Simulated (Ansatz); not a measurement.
Al$_{2}$Cu (Al2Cu type, space group I4/mcm)

```
Al2Cu
1.0
   -3.02971     3.02971     2.43697
    3.02971    -3.02971     2.43697
    3.02971     3.02971    -2.43697
Al Cu
4 2
Direct
  0.65828   0.15828   0.81655
  0.84172   0.65828   0.50000
  0.15828   0.34172   0.50000
  0.34172   0.84172   0.18345
  0.25000   0.25000   0.00000
  0.75000   0.75000   0.00000
```

The slice is a (100) plane (indices of the conventional cell) through the point (0.750, 0.750, 0.000) (fractional), spanned by u = [110] and v = [101] in vectors of this cell: u (4.87 Å) and v (6.06 Å, at 90° to u). It covers one period; positions are fractions (u, v).

Method: PBE (plane waves to 420 eV, PAW, scalar-relativistic; Ansatz, a program for electronic structure). k mesh 12×12×12. Near the nuclei the fields are pseudised (PAW); where an atom keeps semicore shells as valence, they peak there. Al2Cu is run without spin polarisation. Al2Cu was relaxed with its symmetry unable to fall. The PAW data are Ansatz's earlier set.

What is the ELF at the midpoint of the shortest Cu–Cu line in this plane (2.44 Å)?

0.2.

What is the valence density on the shortest Cu–Cu line in this plane (2.44 Å), at its midpoint?

0.36 e/Å³.

Sketch the valence electron density on this plane as a map.


```
|98753111135789875311113578|
|77542111124577754211112457|
|55431111113455543111111345|
|33211000011233321100001123|
|11110000001111111000000111|
|11000000000011100000000001|
|00000000000000000000000000|
|00000000000000000000000000|
|00000000000000000000000000|
|00000000000000000000000000|
|00000000000000000000000000|
|00000000000000000000000000|
|00000000000000000000000000|
|00000000000000000000000000|
|00000000000000000000000000|
|00000000000000000000000000|
|00000000000000000000000000|
|00000000000000000000000000|
|00000000000000000000000000|
|00000000000000000000000000|
|00000000000000000000000000|
|00000000000000000000000000|
|00000000000000000000000000|
|00000000000000000000000000|
|00000000000000000000000000|
|11000000000011100000000001|
|11110000001111111000000111|
|33211000011233321100001123|
|55431111113455543111111345|
|77542111124577754211112457|
|98753111135789875311113578|
|99753111135799975311113579|
```
Scale: ten equal steps from -0.82 (start of '0') to 1.90 (end of '9'), in the order '0123456789'. Values: log₁₀ of the valence density in e/Å³. The map has 26 points along u (one character each, u = 0 at the left) and 32 along v (v = 0 in the bottom row). The scale is logarithmic, as a density can span decades between atoms and voids.
